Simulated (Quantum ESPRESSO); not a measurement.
TaTi2ZrScGa3, one run as intended and one with a planted mistake

Simulated, not a measurement. The program is pw.x of Quantum ESPRESSO 7.5 (plane-wave density functional theory). The cell is made up: eight metal atoms on a hexagonal close-packed lattice, with elements, volume, strain and displacements drawn at random and not relaxed, so it may be unstable or far from any real phase. PseudoDojo standard norm-conserving files set the functional (PBE unless stated); there is no spin polarisation or spin-orbit coupling, the Fermi-Dirac width of 0.25 eV means electrons at about 2900 K, and the masses in the input are unused placeholders. Heavy elements are run without spin-orbit coupling, which real alloys of them have. A spin test at this wide smearing found no moment, but such smearing suppresses magnetism that the real alloy may have.

Intended input:

```
&control calculation='scf', pseudo_dir='./dojo.nc.sr.pbe.v0_5.standard.upf', outdir='./o', disk_io='minimal', tprnfor=.true., tstress=.true. /
&system ibrav=0, nat=8, ntyp=5, nbnd=64, ecutwfc=84.00895049, nosym=.true., tot_charge=0,
 occupations='smearing', smearing='fd', degauss=0.0183746611
/
&electrons conv_thr=1.470e-08, electron_maxstep=70, mixing_beta=0.5 /
ATOMIC_SPECIES
Ga 1.0 Ga.upf
Sc 1.0 Sc.upf
Ta 1.0 Ta.upf
Ti 1.0 Ti.upf
Zr 1.0 Zr.upf
CELL_PARAMETERS angstrom
0.0 0.0 4.9558
6.1297 0.0 0.0
-3.0649 5.3085 0.0
ATOMIC_POSITIONS angstrom
Ta 0.0539 0.0069 -0.0185
Ti -1.6741 2.5353 -0.08
Zr 2.9887 0.0309 -0.0187
Sc 1.4872 2.717 -0.039
Ti -0.0534 1.7278 2.3943
Ga -1.5091 4.3573 2.4884
Ga 3.0746 1.7577 2.4639
Ga 1.4972 4.4269 2.4515
K_POINTS automatic
5 5 5 1 1 1
```

The log is shortened where brackets say so; the opening notice, blank lines, dates and the lines on written files are dropped, and the path of the files is cut. It prints rydbergs, bohrs and kilobars, and counts compression as positive stress. Its total energy is the free energy E - TS of the whole cell.

Log of the intended run:

```
     Program PWSCF v.7.5
     Parallel version (MPI & OpenMP), running on       4 processor cores
     Number of MPI processes:                 4
     Threads/MPI process:                     1
     [start-up lines left out]
     bravais-lattice index     =            0
     lattice parameter (alat)  =       9.3651  a.u.
     unit-cell volume          =    1088.2318 (a.u.)^3
     number of atoms/cell      =            8
     number of atomic types    =            5
     number of electrons       =        99.00
     number of Kohn-Sham states=           64
     kinetic-energy cutoff     =      84.0090  Ry
     charge density cutoff     =     336.0358  Ry
     scf convergence threshold =      1.5E-08
     mixing beta               =       0.5000
     number of iterations used =            8  plain     mixing
     Exchange-correlation= PBE
                           (   1   4   3   4   0   0   0)
     [axes and pseudopotential details left out]
   Cartesian axes
     site n.     atom                  positions (alat units)
         1        Ta     tau(   1) = (   0.0108761   0.0013923  -0.0037330  )
         2        Ti     tau(   2) = (  -0.3378062   0.5115824  -0.0161427  )
         3        Zr     tau(   3) = (   0.6030711   0.0062351  -0.0037734  )
         4        Sc     tau(   4) = (   0.3000928   0.5482465  -0.0078696  )
         5        Ti     tau(   5) = (  -0.0107753   0.3486420   0.4831309  )
         6        Ga     tau(   6) = (  -0.3045119   0.8792324   0.5021187  )
         7        Ga     tau(   7) = (   0.6204044   0.3546753   0.4971750  )
         8        Ga     tau(   8) = (   0.3021107   0.8932766   0.4946729  )
     number of k points=    63  Fermi-Dirac smearing, width (Ry)=  0.0184
                       cart. coord. in units 2pi/alat
        k(    1) = (   0.0808490   0.1400347   0.1000000), wk =   0.0320000
        k(    2) = (   0.0808490   0.3267465   0.1000000), wk =   0.0320000
     [further k points left out]
     Dense  grid:   113293 G-vectors     FFT dimensions: (  60,  72,  72)
     Estimated max dynamical RAM per process >     425.16 MB
     Estimated total dynamical RAM >       1.58 GB
     Initial potential from superposition of free atoms
     starting charge      98.9829, renormalised to      99.0000
     Starting wfcs are   77 randomized atomic wfcs
     total cpu time spent up to now is        7.7 secs
     per-process dynamical memory:   330.8 Mb
     Self-consistent Calculation
     iteration #  1     ecut=    84.01 Ry     beta= 0.50
     Davidson diagonalization with overlap
     ethr =  1.00E-02,  avg # of iterations =  2.2
     Threshold (ethr) on eigenvalues was too large:
     Diagonalizing with lowered threshold
     Davidson diagonalization with overlap
     ethr =  3.57E-04,  avg # of iterations =  4.9
     total cpu time spent up to now is       39.8 secs
     total energy              =   -1024.47920378 Ry
     estimated scf accuracy    <       0.39228264 Ry
     iteration #  2     ecut=    84.01 Ry     beta= 0.50
     Davidson diagonalization with overlap
     ethr =  3.96E-04,  avg # of iterations =  6.4
     total cpu time spent up to now is       60.5 secs
     total energy              =   -1023.92561359 Ry
     estimated scf accuracy    <      10.32224706 Ry
     [iterations 3 to 14 left out]
     iteration # 15     ecut=    84.01 Ry     beta= 0.50
     Davidson diagonalization with overlap
     ethr =  1.48E-10,  avg # of iterations =  2.0
     total cpu time spent up to now is      264.0 secs
     total energy              =   -1024.63381756 Ry
     estimated scf accuracy    <       0.00000007 Ry
     iteration # 16     ecut=    84.01 Ry     beta= 0.50
     Davidson diagonalization with overlap
     ethr =  6.89E-11,  avg # of iterations =  1.9
     total cpu time spent up to now is      276.8 secs
     End of self-consistent calculation
     [lines on levels left out]
!    total energy              =   -1024.63381757 Ry
     estimated scf accuracy    <          3.9E-09 Ry
     smearing contrib. (-TS)   =      -0.12757184 Ry
     internal energy E=F+TS    =   -1024.50624573 Ry
     The total energy is F=E-TS. E is the sum of the following terms:
     one-electron contribution =    -334.43876198 Ry
     hartree contribution      =     224.18475474 Ry
     xc contribution           =    -226.02258845 Ry
     ewald contribution        =    -688.22965005 Ry
     convergence has been achieved in  16 iterations
     Forces acting on atoms (cartesian axes, Ry/au):
     atom    1 type  3   force =    -0.03037478   -0.00083151   -0.00276764
     atom    2 type  4   force =     0.02118531    0.02127946    0.00769917
     atom    3 type  5   force =     0.00904200   -0.00646501    0.00240955
     atom    4 type  2   force =     0.00743799   -0.00987239   -0.00101262
     atom    5 type  4   force =    -0.00384629   -0.01794832    0.00713881
     atom    6 type  1   force =    -0.01791228    0.00035440   -0.00689435
     atom    7 type  1   force =    -0.00067685    0.00898963   -0.00576046
     atom    8 type  1   force =     0.01514491    0.00449373   -0.00081245
     Total force =     0.057412     Total SCF correction =     0.000136
     Computing stress (Cartesian axis) and pressure
          total   stress  (Ry/bohr**3)                   (kbar)     P=      -79.47
  -0.00044752   0.00005021   0.00000170          -65.83        7.39        0.25
   0.00005021  -0.00045797  -0.00000222            7.39      -67.37       -0.33
   0.00000170  -0.00000222  -0.00071527            0.25       -0.33     -105.22
     init_run     :      7.17s CPU      7.49s WALL (       1 calls)
     electrons    :    263.97s CPU    269.09s WALL (       1 calls)
     forces       :      2.19s CPU      2.19s WALL (       1 calls)
     stress       :      7.77s CPU      7.78s WALL (       1 calls)
     [timing details left out]
     PWSCF        :   4m41.30s CPU   4m46.77s WALL
     JOB DONE.
```

A second run has one planted mistake: the files are those of another functional. The input lines that differ:

```
- &control calculation='scf', pseudo_dir='./dojo.nc.sr.pbe.v0_5.standard.upf', outdir='./o', disk_io='minimal', tprnfor=.true., tstress=.true. /
+ &control calculation='scf', pseudo_dir='./dojo.nc.sr.pbesol.v0_4_1.standard.upf', outdir='./o', disk_io='minimal', tprnfor=.true., tstress=.true. /
```

Its log:

```
     Program PWSCF v.7.5
     Parallel version (MPI & OpenMP), running on       4 processor cores
     Number of MPI processes:                 4
     Threads/MPI process:                     1
     [start-up lines left out]
     bravais-lattice index     =            0
     lattice parameter (alat)  =       9.3651  a.u.
     unit-cell volume          =    1088.2318 (a.u.)^3
     number of atoms/cell      =            8
     number of atomic types    =            5
     number of electrons       =        99.00
     number of Kohn-Sham states=           64
     kinetic-energy cutoff     =      84.0090  Ry
     charge density cutoff     =     336.0358  Ry
     scf convergence threshold =      1.5E-08
     mixing beta               =       0.5000
     number of iterations used =            8  plain     mixing
     Exchange-correlation= PBESOL
                           (   1   4  10   8   0   0   0)
     [axes and pseudopotential details left out]
   Cartesian axes
     site n.     atom                  positions (alat units)
         1        Ta     tau(   1) = (   0.0108761   0.0013923  -0.0037330  )
         2        Ti     tau(   2) = (  -0.3378062   0.5115824  -0.0161427  )
         3        Zr     tau(   3) = (   0.6030711   0.0062351  -0.0037734  )
         4        Sc     tau(   4) = (   0.3000928   0.5482465  -0.0078696  )
         5        Ti     tau(   5) = (  -0.0107753   0.3486420   0.4831309  )
         6        Ga     tau(   6) = (  -0.3045119   0.8792324   0.5021187  )
         7        Ga     tau(   7) = (   0.6204044   0.3546753   0.4971750  )
         8        Ga     tau(   8) = (   0.3021107   0.8932766   0.4946729  )
     number of k points=    63  Fermi-Dirac smearing, width (Ry)=  0.0184
                       cart. coord. in units 2pi/alat
        k(    1) = (   0.0808490   0.1400347   0.1000000), wk =   0.0320000
        k(    2) = (   0.0808490   0.3267465   0.1000000), wk =   0.0320000
     [further k points left out]
     Dense  grid:   113293 G-vectors     FFT dimensions: (  60,  72,  72)
     Estimated max dynamical RAM per process >     425.16 MB
     Estimated total dynamical RAM >       1.58 GB
     Initial potential from superposition of free atoms
     starting charge      98.9842, renormalised to      99.0000
     Starting wfcs are   77 randomized atomic wfcs
     total cpu time spent up to now is        7.8 secs
     per-process dynamical memory:   330.7 Mb
     Self-consistent Calculation
     iteration #  1     ecut=    84.01 Ry     beta= 0.50
     Davidson diagonalization with overlap
     ethr =  1.00E-02,  avg # of iterations =  2.3
     Threshold (ethr) on eigenvalues was too large:
     Diagonalizing with lowered threshold
     Davidson diagonalization with overlap
     ethr =  3.61E-04,  avg # of iterations =  4.8
     total cpu time spent up to now is       39.6 secs
     total energy              =   -1023.28541092 Ry
     estimated scf accuracy    <       0.39917285 Ry
     iteration #  2     ecut=    84.01 Ry     beta= 0.50
     Davidson diagonalization with overlap
     ethr =  4.03E-04,  avg # of iterations =  6.3
     total cpu time spent up to now is       59.7 secs
     total energy              =   -1022.72338006 Ry
     estimated scf accuracy    <      10.37384834 Ry
     [iterations 3 to 14 left out]
     iteration # 15     ecut=    84.01 Ry     beta= 0.50
     Davidson diagonalization with overlap
     ethr =  9.16E-11,  avg # of iterations =  2.2
     total cpu time spent up to now is      267.6 secs
     total energy              =   -1023.44079597 Ry
     estimated scf accuracy    <       0.00000008 Ry
     iteration # 16     ecut=    84.01 Ry     beta= 0.50
     Davidson diagonalization with overlap
     ethr =  7.82E-11,  avg # of iterations =  2.0
     total cpu time spent up to now is      280.9 secs
     End of self-consistent calculation
     [lines on levels left out]
!    total energy              =   -1023.44079597 Ry
     estimated scf accuracy    <          9.4E-09 Ry
     smearing contrib. (-TS)   =      -0.12766723 Ry
     internal energy E=F+TS    =   -1023.31312874 Ry
     The total energy is F=E-TS. E is the sum of the following terms:
     one-electron contribution =    -335.21212242 Ry
     hartree contribution      =     223.84508882 Ry
     xc contribution           =    -223.71644509 Ry
     ewald contribution        =    -688.22965005 Ry
     convergence has been achieved in  16 iterations
     Forces acting on atoms (cartesian axes, Ry/au):
     atom    1 type  3   force =    -0.02916704   -0.00011081   -0.00252738
     atom    2 type  4   force =     0.02017459    0.01998276    0.00717903
     atom    3 type  5   force =     0.00817752   -0.00534597    0.00216138
     atom    4 type  2   force =     0.00791802   -0.00990593   -0.00099751
     atom    5 type  4   force =    -0.00461255   -0.01908992    0.00664917
     atom    6 type  1   force =    -0.01767312    0.00082703   -0.00632797
     atom    7 type  1   force =     0.00029592    0.00832934   -0.00529876
     atom    8 type  1   force =     0.01488665    0.00531350   -0.00083796
     Total force =     0.055749     Total SCF correction =     0.000204
     Computing stress (Cartesian axis) and pressure
          total   stress  (Ry/bohr**3)                   (kbar)     P=     -114.99
  -0.00069016   0.00004873   0.00000186         -101.53        7.17        0.27
   0.00004873  -0.00069951  -0.00000309            7.17     -102.90       -0.46
   0.00000186  -0.00000309  -0.00095538            0.27       -0.46     -140.54
     init_run     :      7.14s CPU      7.40s WALL (       1 calls)
     electrons    :    269.98s CPU    273.13s WALL (       1 calls)
     forces       :      2.27s CPU      2.28s WALL (       1 calls)
     stress       :      7.76s CPU      7.99s WALL (       1 calls)
     [timing details left out]
     PWSCF        :   4m47.54s CPU   4m51.21s WALL
     JOB DONE.
```

```
                                            intended run  run with the mistake
                          free energy (eV)    -13940.853            -13924.621
         entropy term -TS, part of it (eV)        -1.736                -1.737
                            pressure (GPa)         -7.95                -11.50
size of the largest force component (eV/Å)         0.781                 0.750
largest change of a force component (eV/Å)                               0.033
                                iterations            16                    16
```

For scale, a rerun of the intended cell at a higher cutoff and on a denser mesh moved values by no more than 0.002 eV in energy, 0.02 GPa in stress and 0.003 eV/Å in force, and a second program with other atomic files agreed on that cell to 2 % rms in force and 0.5 GPa in pressure. Files of another functional or element have another zero of energy, so the energy change says nothing on stability.